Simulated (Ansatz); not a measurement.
YAlGe in space group Cmcm (No. 63; Y on 4c, Ge on 4c, Al on 4a), plane-wave PAW r²SCAN (Ansatz code), all energies at zero smearing, with the estimated change up to a 700 eV cutoff added, with one set of potentials and settings (totals compare only within such a set). Cell of 6 atoms (2 Y, 2 Ge, 2 Al): -17410.485 eV.

```json
[
 {"element": "Y", "reference phase": "P6_3/mmc, 2 atoms in the cell", "E (eV/atom)": "-3859.7073"},
 {"element": "Ge", "reference phase": "Fd-3m, 2 atoms in the cell", "E (eV/atom)": "-4302.9041"},
 {"element": "Al", "reference phase": "Fm-3m, 1 atoms in the cell", "E (eV/atom)": "-540.4083"}
]
```

Formation energy per atom, worked out: (-17410.485 − 2×(-3859.7073) − 2×(-4302.9041) − 2×(-540.4083))/6 = -0.741 eV/atom (-71 kJ per mol of atoms), at 0 K, without zero-point energy or fitted corrections.

The workflow started from an entry of the Crystallography Open Database (COD). Its standing as an ambient phase is unchecked. Symmetry was held in the r²SCAN relaxation; its stability against distortions is not shown here. The run is not spin-polarised. The references are the lowest solids computed at this level, not always the standard phases.

Potentials: the later of the program's two PAW sets.
